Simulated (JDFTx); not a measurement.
Al(110) slab cut from bulk Al (space group Fm-3m, indices of the conventional cell, lattice of the Materials Project entry mp-134, not re-optimised): 8 atoms in 8 planes, a 1x1 cell of 11.54 Å² (|a| = 2.856, |b| = 4.039 Å), 9.9 Å between the outermost planes, cell height 26.0 Å, 8×6×1 k mesh, Fermi smearing 0.01 Ha, no spin polarisation.

Level of theory: PBE, GBRV ultrasoft potentials, plane waves to 20/100 Ha; code: JDFTx (a modified build). Liquid: SCCS (g09 parameters), water, 0.5 M KCl. Between zero charge and -0.21 V from it the run gives σ = -2.3 μC/cm², a mean capacitance of 11.0 μF/cm². The liquid has ε = 78.4, a 1:1 salt at 0.5 M with linear (Debye) response, and T = 298 K.

Worked example: the Debye length, the diffuse-layer capacitance, and the inner capacitance that is left when the two stand in series.

Each ion has density c = 0.5 × 6.022×10⁻⁴ = 3.011e-04 Å⁻³. λ² = ε kT / (8π (e²/4πε₀) c) with kT = 0.02568 eV and e²/4πε₀ = 14.40 eV Å gives λ = 4.30 Å; the log prints 4.30 Å. C_diffuse = ε₀ε/λ = 161 μF/cm². Then 1/C_inner = 1/11.0 − 1/161, so C_inner = 11.8 μF/cm², which equals a vacuum gap of ε₀/C_inner = 0.75 Å. The diffuse layer takes 7 % of the potential drop; the rest lies between the electrode's charge and the onset of the dielectric, with the electrode's own (quantum) capacitance in it. The split is a model: in the calculation solvent and ions share one smooth cavity.
